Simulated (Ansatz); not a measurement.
Starting cell, HfO$_{2}$ (baddeleyite type, space group P2_1/c):

```yaml
crystal:
  lattice:
    - [5.16120, 0.00000, 0.00000]
    - [0.00000, 5.21182, 0.00000]
    - [-0.89809, 0.00000, 5.27640]
  atoms:
    - { symbol: Hf, position: [0.27574, 0.04289, 0.20837] }
    - { symbol: Hf, position: [0.72426, 0.54289, 0.29163] }
    - { symbol: Hf, position: [0.72426, 0.95711, 0.79163] }
    - { symbol: Hf, position: [0.27574, 0.45711, 0.70837] }
    - { symbol: O, position: [0.06715, 0.32865, 0.34844] }
    - { symbol: O, position: [0.93285, 0.82865, 0.15156] }
    - { symbol: O, position: [0.93285, 0.67135, 0.65156] }
    - { symbol: O, position: [0.06715, 0.17135, 0.84844] }
    - { symbol: O, position: [0.44917, 0.75721, 0.47664] }
    - { symbol: O, position: [0.55083, 0.25721, 0.02336] }
    - { symbol: O, position: [0.55083, 0.24279, 0.52336] }
    - { symbol: O, position: [0.44917, 0.74279, 0.97664] }
```

A phonon eigenvector at Γ is frozen into this cell: atom i moves by Q times the vector below, so Q is the largest atomic displacement, in Å. The cell is held.

| atom | x | y | z |
|---|---|---|---|
| Hf1 | 0.082 | 0.089 | -0.408 |
| Hf2 | -0.082 | 0.089 | 0.408 |
| Hf3 | -0.082 | -0.089 | 0.408 |
| Hf4 | 0.082 | -0.089 | -0.408 |
| O5 | -0.490 | -0.728 | 0.479 |
| O6 | 0.490 | -0.728 | -0.479 |
| O7 | 0.490 | 0.728 | -0.479 |
| O8 | -0.490 | 0.728 | 0.479 |
| O9 | 0.020 | 0.008 | 0.078 |
| O10 | -0.020 | 0.008 | -0.078 |
| O11 | -0.020 | -0.008 | -0.078 |
| O12 | 0.020 | -0.008 | 0.078 |

Computed with PBE (plane waves to 420 eV, PAW, scalar-relativistic; Ansatz, a first-principles code). k mesh 5×5×5 (Γ-centred), Fermi-Dirac smearing 0.05 eV. The energy includes the smearing's −TS. Stress and pressure are positive under compression. HfO2 is run without spin polarisation. HfO2 was relaxed with its symmetry unable to fall. Spin-orbit coupling is left out, though Hf is heavy. The zero of ΔE is the undisplaced structure.

| Q (Å) | ΔE (meV/cell) | P (GPa) | −dE/dQ from forces (eV/Å) |
|---|---|---|---|
| -0.180 | 243.8 | -1.54 | 2.808 |
| -0.150 | 167.3 | -1.22 | 2.295 |
| -0.120 | 105.8 | -0.93 | 1.803 |
| -0.090 | 58.9 | -0.66 | 1.329 |
| -0.060 | 26.0 | -0.41 | 0.872 |
| -0.030 | 6.5 | -0.19 | 0.431 |
| 0.000 | 0.0 | 0.00 | 0.002 |
| 0.030 | 6.3 | 0.16 | -0.417 |
| 0.060 | 25.0 | 0.28 | -0.831 |
| 0.090 | 56.1 | 0.36 | -1.242 |
| 0.120 | 99.5 | 0.41 | -1.654 |
| 0.150 | 155.4 | 0.43 | -2.074 |
| 0.180 | 224.1 | 0.41 | -2.505 |

Derived quantities:

The energy at Q = 0.180 Å is 224.1 meV/cell. Space group of the distorted cell: P2_1/c (No. 14), as undistorted: a fully symmetric mode. Symmetry of the curve: not even: the negative side lies higher at ±0.180 Å. Shape of the curve: a single well with its minimum at or next to zero displacement. Harmonic wavenumber from the curvature (finite differences): 141 cm⁻¹. Wavenumber by perturbation theory (DFPT, on another k mesh): 141 cm⁻¹.

The 13 points together took roughly 2.3 core-minutes.

(A displaced cell: forces are minus the slopes of the energy, force constants its curvatures, and phonons follow from these.)
